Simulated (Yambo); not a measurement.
```
CELL_PARAMETERS angstrom
      3.84529     0.00000     0.00000
     -1.92265     3.33012     0.00000
      0.00000     0.00000     5.99052
ATOMIC_POSITIONS crystal
  Se 0.66667 0.33333 0.73451
  Se 0.33333 0.66667 0.26549
  Sn 0.00000 0.00000 0.00000
```

SnSe₂ (CdI2 type, space group P-3m1, No. 164): mean Im ε in 1 eV windows above the direct gap of 1.22 eV, for different electron-hole kernels (Yambo, broadening 0.15 eV, PBE (Quantum ESPRESSO, PseudoDojo norm-conserving, 86 Ry, no spin-orbit coupling) bands; 9×9×4 mesh, 5 valence and 5 conduction bands, static screening with 53 bands and a 4 Ry block, scissor 0.47 eV, Tamm-Dancoff; field along x).

```csv
window (eV),independent quasiparticles,RPA (no attraction),BSE
1.2 to 2.2,5.0,4.7,6.7
2.2 to 3.2,9.8,8.6,13
3.2 to 4.2,14,11,16
4.2 to 5.2,14,12,13
5.2 to 6.2,12,12,8.4
6.2 to 7.2,5.9,8.4,4.2
```

This run doesn't resolve bound excitons or single peaks, so only averages are given, and they too depend on the mesh; weight that the attraction moves below the gap isn't listed. All transitions below 7.61 eV are in the band window. The scissor comes from a G0W0 run whose convergence isn't established.

Spin-orbit splittings are left out.

Bands and orbitals come from the standard potentials; the scissor and the G0W0 gaps come from a run at the same geometry on the stringent ones, which hold whole semicore shells in the valence.

Geometry relaxed with PBE+D3(BJ).
